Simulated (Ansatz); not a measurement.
PtS₂:
```
PtS2
1.0
    3.55081     0.00000     0.00000
   -1.77540     3.07509     0.00000
    0.00000     0.00000     5.20259
Pt S
1 2
Direct
  0.00000   0.00000   0.00000
  0.33333   0.66667   0.23558
  0.66667   0.33333   0.76442
```

Relaxed with r²SCAN+D4. Special points in fractions of this cell's reciprocal vectors: Γ (0.000, 0.000, 0.000); M (0.500, 0.000, 0.000); K (0.333, 0.333, 0.000); A (0.000, 0.000, 0.500); L (0.500, 0.000, 0.500); H (0.333, 0.333, 0.500).

Problem. List the band energies nearest the valence-band maximum at these points for DFT-r²SCAN+D4 with spin–orbit coupling in the program Ansatz with PAW potentials.

Solution. In eV from the valence-band maximum; about four levels below and three above (degenerate sets whole), none deeper than 8.9 eV; points with the same levels are listed once.

| k | below | above |
|---|---|---|
| Γ | -0.93 -0.93 -0.05 -0.05 | 2.29 2.29 2.56 2.56 |
| M | -2.89 -2.89 -2.23 -2.23 | 1.85 1.85 2.81 2.81 |
| K | -1.52 -1.52 -1.31 -1.31 | 1.03 1.03 1.21 1.21 |
| A | -1.14 -1.14 -1.04 -1.04 | 2.75 2.75 3.01 3.01 |
| L | -2.47 -2.47 -1.46 -1.46 | 2.03 2.03 2.54 2.54 |
| H | -1.95 -1.95 -1.74 -1.74 | 2.27 2.27 2.31 2.31 |

Space group P-3m1 (CdI2 type). The r²SCAN+D4 relaxation kept the symmetry of its start. The run is not spin-polarised.

Potentials: the later of the program's two PAW sets.
